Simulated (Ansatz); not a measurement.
**CdTe4P2: reading a single point**

```
CELL_PARAMETERS angstrom
0.00000 6.11403 0.00000
6.11403 0.00000 0.00000
3.05702 3.05702 -5.92539
ATOMIC_POSITIONS crystal
Cd 0.00000 0.00000 0.00000
P 0.75000 0.25000 0.50000
P 0.50000 0.50000 0.00000
Te 0.39500 0.40500 0.73000
Te 0.59500 0.12500 0.27000
Te 0.87500 0.86500 0.73000
Te 0.13500 0.60500 0.27000
```

Method: r2SCAN, no spin polarisation; PAW, plane waves to 500 eV, 5×5×5 Γ-centred mesh, tetrahedron occupations (Ansatz 0.2.0), atoms fixed.

Question: What is the character of the valence top and the conduction bottom?

Answer: Within 0.7 eV of the edges, the states project mainly on Te p (70 %) and P s (16 %) below the gap and on P p (42 %) and Te p (37 %) above it.

Question: Is it stable against the elements?

Answer: 0.27 eV an atom against the elements' usual phases (free molecules for gases, crystals otherwise, with no correction for O₂ or N₂), so at this geometry it isn't bound against them. Relaxing would lower it.

Question: What does the stress say?

Answer: The pressure is 4.4 GPa (compression positive), so with the atoms held at these fractions the cell would first expand. The principal stresses 3.8, 3.8, 5.5 GPa differ, so its shape would change too.

Question: Which atom feels the largest force, and which way?

Answer: The largest is on Te4 (and as large on other atoms): 0.75 eV/Å, components (0.29, -0.55, 0.42). It makes 123° with the line to a nearest neighbour, P3 at 2.59 Å.

Question: How is the charge shared?

Answer: Bader charges in e: Cd +0.55, Te -0.11, P -0.05. In the mean Cd gives up most and Te takes most.

Question: Metal or insulator? Give the gap.

Answer: The gap is 0.06 eV, indirect (the least direct gap found is 0.07 eV). A semilocal functional usually gives too small a gap.

Origin: a known structure type with other elements, at an estimated volume, so it need not be a known compound. Caveats: empty levels are not fully converged; no spin-orbit coupling, which can shift this gap by tenths of an eV; the mesh misses a band edge that the path finds; forces and stress under tetrahedra may miss the slope of the energy.
